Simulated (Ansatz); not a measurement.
Relaxed-ion elastic tensor of Fe (hcp (Mg type), P6_3/mmc) in GPa (Voigt order), DFT-PBEsol in the program Ansatz with PAW potentials; density 9.45 g/cm³, 9.81 Å³ per atom.

```csv
,1,2,3,4,5,6
1,599,196,164,0.0,0.0,0.0
2,196,599,164,0.0,0.0,0.0
3,164,164,671,0.0,0.0,0.0
4,0.0,0.0,0.0,186,0.0,0.0
5,0.0,0.0,0.0,0.0,186,0.0
6,0.0,0.0,0.0,0.0,0.0,201
```

Task: Is the crystal mechanically stable?

Result: Yes: the smallest eigenvalue of C is 186 GPa.

Task: Work out the Voigt, Reuss and Hill averages.

Result: K_V = 324, K_R = 324, K_H = 324; G_V = 204, G_R = 202, G_H = 203 GPa.

Task: Give Young's modulus, Poisson's ratio, Pugh's ratio and the universal anisotropy index.

Result: E = 9KG/(3K + G) = 504 GPa; ν = 0.24; K/G = 1.60 (brittle by the Pugh limit of 1.75); A_U = 5G_V/G_R + K_V/K_R − 6 = 0.06.

Task: Estimate the sound speeds and the Debye temperature.

Result: v_l = √((K + 4G/3)/ρ) = 7930 m/s, v_t = √(G/ρ) = 4630 m/s, mean 5140 m/s; Θ = (h/k)(3n/4πV)^(1/3) v_m = 715 K.

Task: How much does each axis shrink under pressure?

Result: Linear compressibilities β_i = Σ_j S_ij (j = 1 to 3): x 1.1, y 1.1, z 0.97 per TPa.

This is a known high-pressure phase of the composition, computed here at zero pressure and temperature. The PBEsol relaxation kept the symmetry of its start; of distortions, only those at the zone centre were tested. No spin polarisation was allowed. As this level gives no gap, shear constants depend on the k-mesh and smearing (Fermi–Dirac, 0.1 eV here). On the denser mesh and wider smearing of the elastic run this cell carries a stress of 0.8 GPa.

Potentials: the later of the program's two PAW sets.
